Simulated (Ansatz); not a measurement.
Relaxation of a relaxed AlRh cell displaced along its unstable phonon at q = (½, ½, 0) of its primitive reciprocal cell (96i cm⁻¹), largest move 0.15 Å; 8 atoms in the cell, which starts as P2₁2₁2 (No. 18), oP8; a = 4.5368 Å, b = 4.5368 Å, c = 5.5870 Å, α = 90.00°, β = 90.00°, γ = 90.00°. All values below come from PBE (plane waves to 420 eV, PAW, scalar-relativistic; Ansatz, a quantum-chemistry and plane-wave program). Γ-centred k-mesh 10×10×6 on the run's cell (coarser than for final values), Fermi–Dirac smearing 0.05 eV. This is the first round of the run. 

The optimiser's lines from the output (shortened; P is positive under compression):

```
relax step   1: F+E_penalty+E_count = -27767.15794388 eV  Δ(F+E_penalty+E_count) = +0.000e0 eV  max|allowed force component| = 2.116e-1 eV/Å  Δτ_max = 0.0000 Å  P = -0.462 GPa  Ω = 114.997 Å³  (7 SCF iters, dr2 threshold 1.00e-7 eV, accepted)
relax step   2: F+E_penalty+E_count = -27767.22535078 eV  Δ(F+E_penalty+E_count) = -6.741e-2 eV  max|allowed force component| = 1.825e-1 eV/Å  Δτ_max = 0.0438 Å  P = +1.429 GPa  Ω = 113.501 Å³  (6 SCF iters, dr2 threshold 8.00e-7 eV, accepted)
relax step   3: F+E_penalty+E_count = -27767.31730578 eV  Δ(F+E_penalty+E_count) = -9.196e-2 eV  max|allowed force component| = 5.539e-1 eV/Å  Δτ_max = 0.1635 Å  P = +4.190 GPa  Ω = 111.591 Å³  (7 SCF iters, dr2 threshold 8.00e-7 eV, accepted)
relax step   4: F+E_penalty+E_count = -27767.49439189 eV  Δ(F+E_penalty+E_count) = -1.771e-1 eV  max|allowed force component| = 2.724e-1 eV/Å  Δτ_max = 0.0520 Å  P = +1.449 GPa  Ω = 112.817 Å³  (6 SCF iters, dr2 threshold 8.00e-7 eV, accepted)
relax step   5: F+E_penalty+E_count = -27767.58552494 eV  Δ(F+E_penalty+E_count) = -9.113e-2 eV  max|allowed force component| = 5.610e-2 eV/Å  Δτ_max = 0.0735 Å  P = -0.254 GPa  Ω = 113.454 Å³  (6 SCF iters, dr2 threshold 8.00e-7 eV, accepted)
relax step   6: F+E_penalty+E_count = -27767.58689495 eV  Δ(F+E_penalty+E_count) = -1.370e-3 eV  max|allowed force component| = 1.294e-2 eV/Å  Δτ_max = 0.0073 Å  P = +0.112 GPa  Ω = 113.189 Å³  (6 SCF iters, dr2 threshold 2.27e-7 eV, accepted)
relax step   7: F+E_penalty+E_count = -27767.58695616 eV  Δ(F+E_penalty+E_count) = -6.121e-5 eV  max|allowed force component| = 3.689e-3 eV/Å  Δτ_max = 0.0016 Å  P = -0.010 GPa  Ω = 113.287 Å³  (6 SCF iters, dr2 threshold 6.10e-8 eV, accepted)
relax step   8: F+E_penalty+E_count = -27767.58696351 eV  Δ(F+E_penalty+E_count) = -7.357e-6 eV  max|allowed force component| = 1.605e-4 eV/Å  Δτ_max = 0.0003 Å  P = -0.003 GPa  Ω = 113.280 Å³  (6 SCF iters, dr2 threshold 1.10e-9 eV, accepted)
relax step   9: F+E_penalty+E_count = -27767.58748678 eV  Δ(F+E_penalty+E_count) = -5.233e-4 eV  max|allowed force component| = 1.808e-4 eV/Å  Δτ_max = 0.0000 Å  P = +0.015 GPa  Ω = 113.280 Å³  stress off target by 6.96e-2 GPa  SCF on the basis re-selected at this cell (its energy is not comparable with the rows above)  (6 SCF iters)
relax step  10: F+E_penalty+E_count = -27767.58749372 eV  Δ(F+E_penalty+E_count) = -6.937e-6 eV  max|allowed force component| = 2.416e-4 eV/Å  Δτ_max = 0.0003 Å  P = -0.002 GPa  Ω = 113.291 Å³  (6 SCF iters, dr2 threshold 1.21e-8 eV, accepted)
relax step  11: F+E_penalty+E_count = -27767.58749234 eV  Δ(F+E_penalty+E_count) = +1.383e-6 eV  max|allowed force component| = 2.385e-4 eV/Å  Δτ_max = 0.0000 Å  P = -0.002 GPa  Ω = 113.291 Å³  stress off target by 3.60e-3 GPa  SCF on the basis re-selected at this cell (its energy is not comparable with the rows above)  (12 SCF iters)
```

From the first to the last row the energy changes by -0.05 eV/atom and the volume by -1.5 %. The last row is marked as not comparable with the walk above it, whose basis was carried along; it does compare with step 1, since both stand on a basis selected at the nominal cutoff for their own cell.

Later rounds, restarted from the end of this one on a renewed k-mesh, logged 5 more steps and released under 0.01 eV/atom more. The final structure after all rounds: Pbcm (No. 57), oP8; a = 5.236 Å, b = 4.791 Å, c = 4.515 Å, α = β = γ = 90.00°. Between re-selections the logged energies stand on a plane-wave basis carried along with the cell. No spin polarisation in the result.

The run could not lose the symmetry of its start, so the end can be a saddle point.

The relaxed structure here is a generated cell of AlRh: the first start was made by placing the elements on the sites of a structure type, and the end was not matched to a known phase here, so it may be hypothetical.
